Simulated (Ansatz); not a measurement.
Values for one crystal, relaxed and computed with HSE06 (plane waves, PAW; program Ansatz); other levels are named.

- Volume per atom = 10.40 Å³
- Band gap = 4.56 eV (indirect)
- Valence-band maximum = at Γ
- Conduction-band minimum = at X (3 equivalent valleys)
- Smallest direct gap on the standard path = 5.58 eV
- Bulk modulus (Birch–Murnaghan fit) = 212 GPa
- Pressure derivative B′ = 3.8

Which of these materials gives this?
A. AlN, zinc blende
B. BN, zinc blende
C. SiC, zinc blende
D. ZnSe, zinc blende

A, AlN, zinc blende

Space group F-43m (zinc blende). The cell was relaxed with HSE06 under the symmetry of its start. The hybrid was solved on a coarse mesh, the path and, where they were found, the r²SCAN edge points; its band edges are the extreme levels among these.

Potentials: the earlier of the program's two PAW sets.
